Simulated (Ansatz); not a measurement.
GdMn (CsCl-type structure)

The computed numbers are results of r²SCAN, scalar-relativistic (collinear spin) in the plane-wave PAW code Ansatz at 500 eV, Γ-centred 10×10×10 mesh, 0.05 eV Gaussian smearing. The datasets are Ansatz's generated set soft_2.

```
Gd Mn
1.0
     3.63712    0.00000    0.00000
     0.00000    3.63712    0.00000
     0.00000    0.00000    3.63712
Gd Mn
1 1
Direct
  0.00000 0.00000 0.00000
  0.50000 0.50000 0.50000
```

The cell came from substitution into a structure type; whether the compound takes it is for experiment to say.

Magnetic state: ferrimagnetic, site spin moments Gd 7.39; Mn -4.19 μB.

The cell is relaxed to zero pressure at this level.

The cell has space group Pm-3m (read at 0.01 Å). In it the stress is 0.00, 0.00, 0.00, 0.00, 0.00, 0.00 GPa and the largest force component 0.000 eV/Å. Each change below starts from this cell, without further relaxation. Stress is in GPa, positive in compression, in the order xx, yy, zz, yz, xz, xy; energies are counted from the cell above and are free energies with the smearing's entropy, which match forces and stress in a metal.

What happens when atom 2 (Mn) is moved by 0.08 Å along z?

The energy changes by 9.9 meV per cell, and the force on it along the shift is -0.245 eV/Å (−F/u = 3.07 eV/Å²). Stress: 0.09, 0.09, 0.09, 0.00, 0.00, 0.00.
```
atom  Fx (eV/Å)     Fy      Fz
 Gd1      0.000  0.000   0.245
 Mn2      0.000  0.000  -0.245
```
In a harmonic crystal the energy would rise by −½F·u = ½ × 3.07 × 0.08² eV = 9.8 meV, which matches.

What stress follows from an engineering strain of 2 % in yy, atoms carried along?

-0.67, -1.27, -0.67, 0.00, 0.00, 0.00 GPa; the energy changes by 3.9 meV per cell.
The change of the stress over the strain gives a clamped-atom stiffness of about 64 GPa for this component, a secant value that lies under the elastic constant in tension and over it in compression, by several per cent for each per cent of strain.
In a harmonic crystal the energy would rise by V(½Cε² − σ₀ε), with σ₀ the stress of the unstrained cell, = 3.8 meV, which matches.

All atoms and the cell are disturbed at random:
```xyz
2
Lattice="3.6562 0.0109 -0.0038 0.0109 3.6539 -0.0459 -0.0038 -0.0459 3.6713" Properties=species:S:1:pos:R:3 pbc="T T T"
Gd   -0.0447   -0.1451    0.0818
Mn    1.8763    1.9545    1.7290
```
Give the energy change, the stress and the forces.

180.6 meV per cell; stress 0.38, 0.26, 0.24, -0.59, -0.34, 0.56 GPa. Spin moments: Gd 7.31; Mn -4.10 μB.
```tsv
atom	Fx (eV/Å)	Fy	Fz
Gd1	0.310	0.923	-0.488
Mn2	-0.310	-0.923	0.488
```

Without a U the 4f levels of Gd lie too near the Fermi level, so their share of the states there, and what hangs on it, is overstated. Spin–orbit coupling, which matters for such heavy elements, is left out. The run wasn't fully tested for a lower electronic state. Site moments are of spin, integrated over atomic spheres.
